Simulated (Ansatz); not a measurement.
Zr (hcp (Mg type)), relaxed with r²SCAN (Ansatz, a program for electronic structure, plane waves, PAW): a = 3.247 Å, b = 3.247 Å, c = 5.152 Å, α = 90.00°, β = 90.00°, γ = 120.00°.

| Quantity | Value |
|---|---|
| B₀ by P(V) fit (GPa) | 95.2 |
| K_Hill (GPa) | 94.8 |
| G_Hill (GPa) | 37.1 |
| Θ_D (K) | 280 |

### Question
The same phase is relaxed and computed with PBEsol in the same code. What are the cell and these values now?

### Answer
a = 3.183 Å, b = 3.183 Å, c = 5.118 Å, α = 90.00°, β = 90.00°, γ = 120.00°.

- B₀ by P(V) fit (GPa) = 97.6
- K_Hill (GPa) = 98.7
- G_Hill (GPa) = 28.2
- Θ_D (K) = 243

All cells were relaxed under the symmetry of their starts (and spin orders); stability against distortions was not tested throughout. Rows with no word on spin ran without spin polarisation. Spin–orbit coupling is left out wherever it is not named.

Potentials: the later of the program's two PAW sets.

Ansatz is a plane-wave DFT program.
